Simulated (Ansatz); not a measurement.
Relaxed-ion elastic tensor of SnRu3C (anti-perovskite, Pm-3m) in GPa (Voigt order), PBEsol (plane waves, PAW; program Ansatz); density 10.87 g/cm³, 13.26 Å³ per atom.

|  | 1 | 2 | 3 | 4 | 5 | 6 |
|---|---|---|---|---|---|---|
| 1 | 523 | 147 | 147 | 0.0 | 0.0 | 0.0 |
| 2 | 147 | 523 | 147 | 0.0 | 0.0 | 0.0 |
| 3 | 147 | 147 | 523 | 0.0 | 0.0 | 0.0 |
| 4 | 0.0 | 0.0 | 0.0 | 126 | 0.0 | 0.0 |
| 5 | 0.0 | 0.0 | 0.0 | 0.0 | 126 | 0.0 |
| 6 | 0.0 | 0.0 | 0.0 | 0.0 | 0.0 | 126 |

Problem. Is the crystal mechanically stable?

Solution. Yes: the smallest eigenvalue of C is 126 GPa.

Problem. Work out the Voigt, Reuss and Hill averages.

Solution. K_V = 272, K_R = 272, K_H = 272; G_V = 151, G_R = 145, G_H = 148 GPa.

Problem. Give Young's modulus, Poisson's ratio, Pugh's ratio and the universal anisotropy index.

Solution. E = 9KG/(3K + G) = 376 GPa; ν = 0.27; K/G = 1.84 (near the Pugh limit of 1.75, no verdict); A_U = 5G_V/G_R + K_V/K_R − 6 = 0.19.

Problem. Estimate the sound speeds and the Debye temperature.

Solution. v_l = √((K + 4G/3)/ρ) = 6570 m/s, v_t = √(G/ρ) = 3690 m/s, mean 4110 m/s; Θ = (h/k)(3n/4πV)^(1/3) v_m = 516 K.

Problem. Give the Zener ratio and Young's modulus along [100], [110] and [111].

Solution. A = 2C44/(C11 − C12) = 0.67; 1/E = S11 − 2(S11 − S12 − S44/2)Γ with Γ = 0, 1/4, 1/3 gives 458, 353, 328 GPa.

The start of the workflow was typed in or built on a structure type; neither database checked (COD, Materials Project) lists it. Whether it is the stable phase at ambient conditions was not checked. The cell was relaxed with PBEsol under the symmetry of its start; its stability against distortions is not shown here. The run is not spin-polarised. As this level gives no gap, shear constants depend on the k-mesh and smearing (Fermi–Dirac, 0.1 eV here). Spin–orbit coupling is left out wherever it is not named.

Potentials: the later of the program's two PAW sets.
